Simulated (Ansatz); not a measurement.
ZnS (zinc blende)

```
ZnS
1.0
    0.00000     2.67846     2.67846
    2.67846     0.00000     2.67846
    2.67846     2.67846     0.00000
S Zn
1 1
Cartesian
  4.01769   4.01769   4.01769
  0.00000   0.00000   0.00000
```

Equation-of-state scan: isotropic scaling of the cell above, V₀ being its volume. Symmetry pins the atoms to their sites.

Computed with PBEsol (plane waves to 420 eV, PAW, scalar-relativistic; Ansatz, a first-principles code). k mesh 11×11×11 (Γ-centred), Fermi-Dirac smearing 0.05 eV. The energy includes the smearing's −TS. Stress and pressure are positive under compression. The PAW data are Ansatz's earlier set. ZnS was relaxed with its symmetry unable to fall. The zero of ΔE is the relaxed starting cell.

```json
[
 {"V (Å³/atom)": "18.063", "ΔE (meV/atom)": "19.0"},
 {"V (Å³/atom)": "18.293", "ΔE (meV/atom)": "11.9"},
 {"V (Å³/atom)": "18.524", "ΔE (meV/atom)": "6.5"},
 {"V (Å³/atom)": "18.755", "ΔE (meV/atom)": "2.8"},
 {"V (Å³/atom)": "18.985", "ΔE (meV/atom)": "0.7"},
 {"V (Å³/atom)": "19.216", "ΔE (meV/atom)": "0.0"},
 {"V (Å³/atom)": "19.446", "ΔE (meV/atom)": "0.7"},
 {"V (Å³/atom)": "19.677", "ΔE (meV/atom)": "2.6"},
 {"V (Å³/atom)": "19.907", "ΔE (meV/atom)": "withheld"},
 {"V (Å³/atom)": "20.138", "ΔE (meV/atom)": "10.1"},
 {"V (Å³/atom)": "20.369", "ΔE (meV/atom)": "15.4"}
]
```

Problem. Fit a third-order Birch-Murnaghan form (E₀, V₀, B₀, B₀′ free) to the given rows and predict ΔE at V = 19.907.

Solution. Least squares on the 10 given rows: ΔE = E₀ + (9V₀B₀/16)·y²·[2 + (B₀′ − 4)y], y = (V₀/V)^(2/3) − 1, with V₀ = 19.213 Å³/atom, B₀ = 79.02 GPa (160.2 GPa = 1 eV/Å³; the term in eV is multiplied by 1000), B₀′ = 4.48, E₀ = 0.00 meV/atom; root-mean-square residual 0.02 meV/atom. At 19.907 the fit gives 5.8 meV/atom; the calculation gives 5.8 meV/atom, the same to the digits shown. For the pressure the fit gives -2.59 GPa against the computed -2.59 GPa.

(A scan under strain: stresses follow from slopes of the energy per volume, elastic moduli from its curvatures.)
